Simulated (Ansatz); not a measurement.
AlAg:
```cif
data_Ag2Al2
_chemical_formula_sum 'Ag2 Al2'
_space_group_name_H-M_alt 'P 1'
_space_group_IT_number 1
_cell_length_a 5.41746
_cell_length_b 5.41746
_cell_length_c 4.48737
_cell_angle_alpha 90.000
_cell_angle_beta 90.000
_cell_angle_gamma 149.845
loop_
_space_group_symop_operation_xyz
  'x, y, z'
loop_
_atom_site_label
_atom_site_type_symbol
_atom_site_fract_x
_atom_site_fract_y
_atom_site_fract_z
_atom_site_occupancy
Ag1 Ag 0.66248 0.33752 0.25000 1
Al1 Al 0.92275 0.07725 0.25000 1
Ag2 Ag 0.33752 0.66248 0.75000 1
Al2 Al 0.07725 0.92275 0.75000 1
```

Relaxed with PBEsol.

Task: Which orbitals make up the states near the Fermi level in the program Ansatz at the PBEsol level (PAW)?

Result: Within 0.5 eV of the Fermi level: Al 3p 43 %, Al 3s 26 %, Ag 5s 13 %, Ag 4d 12 %, outside the projected shells 6 %. Projections are on Löwdin-orthogonalised atomic valence shells; empty p or d shells of many metals are not among them.

Task: Tabulate the density of states.

Result: States/eV per cell of 4 atoms, in 0.25 eV bins, energy from the Fermi level.

```
E (eV)  total  Ag 4d  Al 3p  Al 3s
------  -----  -----  -----  -----
-7.85    1.40   0.40   0.41   0.42
-7.60    2.34   1.01   0.51   0.65
-7.35    2.94   1.68   0.46   0.66
-7.10    2.63   1.71   0.43   0.33
-6.85    3.70   2.88   0.42   0.15
-6.60    6.32   5.45   0.57   0.07
-6.35    8.57   7.36   0.87   0.07
-6.10    9.24   8.21   0.72   0.08
-5.85    8.64   7.68   0.69   0.10
-5.60    9.95   9.13   0.55   0.10
-5.35    9.11   8.54   0.38   0.06
-5.10   10.16   9.63   0.34   0.06
-4.85    5.82   5.33   0.30   0.05
-4.60    2.42   1.90   0.31   0.08
-4.35    1.64   1.01   0.38   0.11
-4.10    1.58   0.84   0.43   0.15
-3.85    1.63   0.76   0.50   0.22
-3.60    1.39   0.51   0.56   0.18
-3.35    1.23   0.37   0.57   0.14
-3.10    1.23   0.33   0.62   0.14
-2.85    1.51   0.40   0.80   0.16
-2.60    1.44   0.36   0.76   0.16
-2.35    1.39   0.31   0.74   0.18
-2.10    1.29   0.26   0.70   0.18
-1.85    1.24   0.23   0.69   0.17
-1.60    1.19   0.20   0.67   0.16
-1.35    1.10   0.18   0.63   0.16
-1.10    0.95   0.15   0.55   0.14
-0.85    0.95   0.13   0.53   0.17
-0.60    0.94   0.13   0.51   0.19
-0.35    0.94   0.12   0.47   0.22
-0.10    1.39   0.18   0.57   0.38
0.15     1.58   0.18   0.62   0.45
0.40     1.56   0.16   0.65   0.41
0.65     1.63   0.15   0.73   0.39
0.90     1.64   0.14   0.78   0.34
1.15     1.67   0.13   0.79   0.28
1.40     1.63   0.11   0.80   0.26
1.65     1.70   0.11   0.80   0.26
1.90     1.67   0.09   0.77   0.26
2.15     1.72   0.09   0.77   0.25
2.40     1.70   0.07   0.68   0.24
2.65     1.77   0.07   0.70   0.23
2.90     1.87   0.06   0.73   0.26
3.15     1.83   0.06   0.75   0.22
3.40     2.13   0.06   0.87   0.22
3.65     1.74   0.05   0.72   0.17
3.90     1.58   0.04   0.64   0.16
4.15     1.71   0.04   0.65   0.17
4.40     1.64   0.03   0.60   0.15
4.65     1.49   0.03   0.53   0.14
```

Space group Cmcm. The start of the workflow was typed in or built on a structure type; neither database checked (COD, Materials Project) lists it. Whether it is the stable phase at ambient conditions was not checked. Symmetry was held in the PBEsol relaxation; whether a distortion lowers the energy is not shown. The run is not spin-polarised. Spin–orbit coupling is left out wherever it is not named.

Potentials: the earlier of the program's two PAW sets. The files were generated under PBE; for other functionals the program regenerates the frozen cores, and for LDA and PBEsol the local potential too.
